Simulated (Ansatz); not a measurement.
KMgF₃:
```
KMgF3
1.0
    3.98071     0.00000     0.00000
    0.00000     3.98071     0.00000
    0.00000     0.00000     3.98071
K Mg F
1 1 3
Direct
  0.50000   0.50000   0.50000
  0.00000   0.00000   0.00000
  0.50000   0.00000   0.00000
  0.00000   0.50000   0.00000
  0.00000   0.00000   0.50000
```

Relaxed with r²SCAN.

Question: Map the electron localisation function on the plane through (0.500, 0.500, 0.500) spanned by u = [1, 0, 0] and v = [0, 1, 1] in lattice vectors, from r²SCAN in the plane-wave PAW code Ansatz.

Answer: x is the fraction of u, y of v (the angle between them is 90°; rows are the nearest grid lines); atoms in the plane: K at (0.00, 0.00), Mg at (0.50, 0.50), F at (0.00, 0.50).
```
y \ x   0.000  0.100  0.200  0.250  0.350  0.450  0.550  0.650  0.750  0.800  0.900   1.00
------  -----  -----  -----  -----  -----  -----  -----  -----  -----  -----  -----  -----
1.00    0.494  0.813  0.861  0.749  0.066  0.005  0.005  0.066  0.749  0.861  0.813  0.494
0.929   0.816  0.872  0.821  0.611  0.024  0.008  0.008  0.024  0.611  0.821  0.872  0.816
0.857   0.856  0.816  0.453  0.117  0.012  0.017  0.017  0.012  0.117  0.453  0.816  0.856
0.786   0.176  0.107  0.021  0.012  0.018  0.024  0.024  0.018  0.012  0.021  0.107  0.176
0.679   0.470  0.361  0.090  0.032  0.016  0.016  0.016  0.016  0.032  0.090  0.361  0.470
0.607   0.816  0.785  0.511  0.150  0.039  0.308  0.308  0.039  0.150  0.511  0.785  0.816
0.536   0.556  0.786  0.713  0.218  0.268  0.323  0.323  0.268  0.218  0.713  0.786  0.556
0.464   0.556  0.786  0.713  0.218  0.268  0.323  0.323  0.268  0.218  0.713  0.786  0.556
0.393   0.816  0.785  0.511  0.150  0.039  0.308  0.308  0.039  0.150  0.511  0.785  0.816
0.321   0.470  0.361  0.090  0.032  0.016  0.016  0.016  0.016  0.032  0.090  0.361  0.470
0.214   0.176  0.107  0.021  0.012  0.018  0.024  0.024  0.018  0.012  0.021  0.107  0.176
0.143   0.856  0.816  0.453  0.117  0.012  0.017  0.017  0.012  0.117  0.453  0.816  0.856
0.0714  0.816  0.872  0.821  0.611  0.024  0.008  0.008  0.024  0.611  0.821  0.872  0.816
0.000   0.494  0.813  0.861  0.749  0.066  0.005  0.005  0.066  0.749  0.861  0.813  0.494
```

The density is the valence pseudo-density with augmentation charge, so density and ELF within about 1 Å of a nucleus are not all-electron values.

Space group Pm-3m (cubic perovskite). Symmetry was held in the r²SCAN relaxation; phonons on a q-mesh show no instability.

Potentials: the later of the program's two PAW sets.
